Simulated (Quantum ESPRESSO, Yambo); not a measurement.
A free-standing SnS$_{2}$ monolayer (symmetry P-3m1, slab cell 15.9 Å high): one geometry, one set of PBE (stringent potentials; pw.x of Quantum ESPRESSO, ONCV potentials, scalar-relativistic) orbitals, self-energies from Yambo (6×6×1 Γ-centred k mesh, bands 5 to 125 and a 6 Ry block in the screening, 125 bands in G with the Bruneval-Gonze terminator, plasmon pole fitted at 27.2 eV, slab-truncated Coulomb interaction, stochastic integration of W near q = 0).

```json
[
 {"level": "PBE (Quantum ESPRESSO)", "gap (0, 0.167) → M (eV)": "1.57", "direct gap at M (eV)": "1.83"},
 {"level": "exchange only (Hartree-Fock self-energy on PBE orbitals)", "gap (0, 0.167) → M (eV)": "___", "direct gap at M (eV)": "___"},
 {"level": "G0W0@PBE, plasmon pole", "gap (0, 0.167) → M (eV)": "3.09", "direct gap at M (eV)": "3.39"}
]
```

**Question.** Fill in the missing entries.

**Answer.** 
- exchange only (Hartree-Fock self-energy on PBE orbitals), gap (0, 0.167) → M (eV): 7.53
- exchange only (Hartree-Fock self-energy on PBE orbitals), direct gap at M (eV): 7.95

Bare exchange has no screening and gives the widest gap.

Convergence of the G0W0 settings was not tested.

Spin-orbit coupling is not included.

Geometry relaxed with PBE+D3(BJ); primitive cell a = 3.6651 Å, b = 3.6651 Å, c = 15.9000 Å, α = 90.00°, β = 90.00°, γ = 120.00°.
